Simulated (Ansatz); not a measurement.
## From three elastic constants to directional properties of BaZrO₃

Method: Ansatz 0.2.0, DFT PBE, scalar-relativistic, plane waves, PAW. Settings: 420 eV plane-wave cutoff, Γ-centred 6×6×6 mesh, fixed occupations. No spin polarisation.

Equilibrium structure at this level:
```xyz
5
Lattice="4.2272 0.0000 0.0000 0.0000 4.2272 0.0000 0.0000 0.0000 4.2272" Properties=species:S:1:pos:R:3 pbc="T T T"
Ba    0.0000    0.0000    0.0000
Zr    2.1136    2.1136    2.1136
O     0.0000    2.1136    2.1136
O     2.1136    0.0000    2.1136
O     2.1136    2.1136    0.0000
```

With ions relaxed, on the cubic axes: C11 = 291.3, C12 = 79.1, C44 = 83.6 GPa. The density is 6.080 g/cm³.

Q: Is the crystal stable against strain, and how anisotropic is it?

A: Born's conditions hold: C11 + 2C12 = 449.5, C11 − C12 = 212.1 and C44 = 83.6 GPa are all positive. B = (C11 + 2C12)/3 = 149.8 GPa. The two shear moduli are C44 and C′ = (C11 − C12)/2 = 106.1 GPa, so Zener's ratio is A = C44/C′ = 0.79: the shear C44 is the soft one, as in NaCl, KCl, the halide perovskites and the bcc metals V, Nb, Cr and Mo. The Cauchy pressure C12 − C44 is -4.5 GPa; it would vanish for pair forces between atoms on inversion centres at zero pressure, and here it is small.

Q: Give the sound speeds along the three symmetry directions.

A: The Christoffel equation gives ρv² for each branch:
```csv
direction,branch,ρv²,GPa,v (m/s)
[100],L,C11,291.3,6922
[100],T (×2),C44,83.6,3709
[110],L,(C11 + C12 + 2C44)/2,268.8,6650
[110],"T, u ∥ [001]",C44,83.6,3709
[110],"T, u ∥ [1-10]",(C11 − C12)/2,106.1,4177
[111],L,(C11 + 2C12 + 4C44)/3,261.3,6556
[111],T (×2),(C11 − C12 + C44)/3,98.6,4027
```

Q: How does Young's modulus depend on direction?

A: Inverting gives S11 = 3.884, S12 = -0.830, S44 = 11.957 TPa⁻¹. Along a unit vector (l, m, n), 1/E = S11 − 2(S11 − S12 − S44/2)(l²m² + m²n² + n²l²), where the last bracket is 0, 1/4 and 1/3 for [100], [110] and [111]: E = 257, 221 and 212 GPa. With A < 1 the cube edge is stiffest. For a film on (001), the biaxial modulus is C11 + C12 − 2C12²/C11 = 327 GPa and the normal strain is −2C12/C11 = -0.54 times the in-plane one.

Cost: 2 runs of about 2.5 core-minutes in all, on Intel Xeon Platinum 8259CL (Skylake/Cascade Lake) (shared hosts).